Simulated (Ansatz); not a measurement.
The relaxed structure here is a generated cell of Cu: the first start was made by a random draw of sites in a space group, and the end was not matched to a known phase here, so it may be hypothetical. Known forms of Cu include space group No. 225.

One stationary structure of Cu. Space group Im-3m (No. 229). Method: r2SCAN (plane waves to 500 eV, PAW, scalar-relativistic; Ansatz, a first-principles code).

Space group Im-3m (No. 229); a = b = c = 4.5544 Å, α = β = γ = 90.00°

```tsv
atom	site	symmetry	x	y	z
Cu	6b	4/mm.m	0.0000	0.0000	0.5000
```
(The calculation used a cell of 3 atoms; values per cell refer to that cell.)

```yaml
volume_per_atom: 15.74 Å³
density: 6.70 g/cm³
band_gap: zero (metallic)
shortest_distances: Cu–Cu 2.28 Å
k-mesh: 14×14×14
```

Band energies at high-symmetry points (eV from the Fermi level; labels of this space group; no spin-orbit coupling), from −5 eV up to 1.3 eV:

| point | energies |
|---|---|
| Γ | -3.99 -3.99 -3.97 -3.97 -3.97 -2.80 -1.69 -1.69 -1.69 -1.37 -1.37 -1.26 -1.26 -1.26 -0.33 |
| H | -4.34 -4.34 -3.89 -3.32 -3.32 -3.32 -2.85 -1.89 -1.89 -1.89 -1.24 -1.24 -1.24 -1.22 -1.22 -0.01 -0.01 -0.01 |
| N | -4.93 -3.62 -3.62 -3.44 -2.92 -2.74 -2.70 -2.62 -2.40 -2.19 -2.12 -2.10 -1.88 -1.46 -1.38 -1.31 -1.31 |
| P | -3.50 -3.50 -3.50 -3.45 -2.82 -2.82 -2.82 -2.33 -2.33 -2.27 -2.27 -2.27 -1.95 -1.95 -1.95 -0.44 -0.44 -0.44 |

No spin polarisation in the result.

The run could not lose the symmetry of its start: the end is stationary, and may be a saddle point rather than a minimum.

All atoms sit on sites fixed by symmetry, so only the cell could relax.
